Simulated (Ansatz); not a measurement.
Mg2Si (antifluorite type, space group Fm-3m)

```yaml
crystal:
  lattice:
    - [0.00000, 3.16298, 3.16298]
    - [3.16298, 0.00000, 3.16298]
    - [3.16298, 3.16298, 0.00000]
  atoms:
    - { symbol: Si, position: [0.00000, 0.00000, 0.00000] }
    - { symbol: Mg, position: [0.25000, 0.25000, 0.25000] }
    - { symbol: Mg, position: [0.75000, 0.75000, 0.75000] }
```

The slice is a {110} plane (indices of the conventional cell) through the point (0.250, 0.250, 0.250) (fractional), spanned by u = [100] and v = [1 -1 -1] in vectors of this cell: u (4.47 Å) and v (6.33 Å, at 90° to u). It covers one period; positions are fractions (u, v).

Computed with PBEsol (plane waves to 420 eV, PAW, scalar-relativistic; Ansatz, a program for electronic structure). k mesh 9×9×9. Inside the PAW spheres the values are not all-electron values, and peaks at nuclei hang on which shells count as valence. Mg2Si was relaxed with its symmetry unable to fall.

Problem. What is the ELF at the density minimum of the shortest Si–Mg line in this plane (2.74 Å)?

Solution. 0.2.

Problem. What is the valence density on the shortest Si–Mg line in this plane (2.74 Å), at its minimum between the atoms?

Solution. 0.17 e/Å³.

Problem. The ELF has a maximum in the middle third of the Si–Mg line. Where, and how high?

Solution. 0.83, 1.1 Å from Si.

Problem. Sketch the electron localisation function (ELF) on this plane as a map.

Solution. 
```
|xxxxxx==    ..--==++++++++++++==--..    ==xxxx|
|xxxx==::    ..::----------------::..    ::==xx|
|==--::      ........................      ::--|
|            ......            ......          |
|        ......                    ......      |
|....::::::....                    ....::::::..|
|--------::....                    ....::------|
|====----::....                    ....::----==|
|--------::....                    ....::------|
|....::::::....                    ....::::::..|
|        ......                    ......      |
|            ......            ......          |
|==--::      ........................      ::--|
|xxxx==::    ..::----------------::..    ::==xx|
|xxxxxx==    ..--==++++++++++++==--..    ==xxxx|
|xxxxxx==..  ::++**############**++::  ..==xxxx|
|xxxxxx--    --##%%%%%%%%%%%%%%%%##--    --xxxx|
|xxxx==::  ..**%%@@@@@@@@@@@@@@@@%%**..  ::==xx|
|==--::    ==%%@@@@@@@@@@@@@@@@@@@@%%==    ::--|
|        --##@@@@@@@@%%%%%%%%@@@@@@@@##--      |
|    ..--##@@@@@@@@%%**++++**%%@@@@@@@@##--    |
|..::--**%%@@@@@@%%**xxxxxxxx**%%@@@@@@%%**--::|
|--==++##%%@@@@@@##==xxxxxxxx==##@@@@@@%%##++==|
|====**##%%@@@@@@##xxxxxxxxxxxx##@@@@@@%%##**==|
|--==++##%%@@@@@@##==xxxxxxxx==##@@@@@@%%##++==|
|..::--**%%@@@@@@%%**xxxxxxxx**%%@@@@@@%%**--::|
|      --##@@@@@@@@%%**++++**%%@@@@@@@@##--..  |
|        --##@@@@@@@@%%%%%%%%@@@@@@@@##--      |
|==--::    ==%%@@@@@@@@@@@@@@@@@@@@%%==    ::--|
|xxxx==::  ..**%%@@@@@@@@@@@@@@@@%%**..  ::==xx|
|xxxxxx--    --##%%%%%%%%%%%%%%%%##--    --xxxx|
|xxxxxx==..  ::++**############**++::  ..==xxxx|
```
Scale: ten equal steps from 0.02 (start of ' ') to 0.83 (end of '@'), in the order ' .:-=+*#%@'. Values: electron localisation function (ELF). The map has 23 points along u (two characters each, u = 0 at the left) and 32 along v (v = 0 in the bottom row). Points within 0.5 Å of a nucleus are blanked (x), as the pseudised field means little there.
